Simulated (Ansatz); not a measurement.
LuB$_{2}$Os$_{3}$:
Space group P6/mmm (No. 191); a = b = 5.4910 Å, c = 3.0108 Å, α = β = 90.00°, γ = 120.00°

```csv
atom,site,symmetry,x,y,z
B,2c,-6m2,0.3333,0.6667,0.0000
Os,3g,mmm,0.5000,0.5000,0.5000
Lu,1a,6/mmm,0.0000,0.0000,0.0000
```

Relaxed at zero pressure with the program Ansatz at the r²SCAN level (PAW).

Question: The volume is raised by 9 % and shape and atoms relax at that volume. What pressure results, and how do the axes share the change?

Answer: -19.9 GPa; a 2.9 %, b 2.9 %, c 2.9 %; the energy rises by 79 meV/atom.

Question: Give the new structure.

Answer: 
Space group P6/mmm (No. 191); a = b = 5.6523 Å, c = 3.0972 Å, α = β = 90.00°, γ = 120.00°

```
atom  site  symmetry       x       y       z
----  ----  --------  ------  ------  ------
B       2c      -6m2  0.3333  0.6667  0.0000
Os      3g       mmm  0.5000  0.5000  0.5000
Lu      1a     6/mmm  0.0000  0.0000  0.0000
```

The phase is kept; no other phase was compared at this pressure.

The workflow started from an entry of the Crystallography Open Database (COD). Its standing as an ambient phase is unchecked. Symmetry was held in the r²SCAN relaxation; whether a distortion lowers the energy is not shown. The run is not spin-polarised. Scalar-relativistic: spin–orbit coupling is off unless named, which matters more the heavier the elements.

Potentials: the later of the program's two PAW sets.
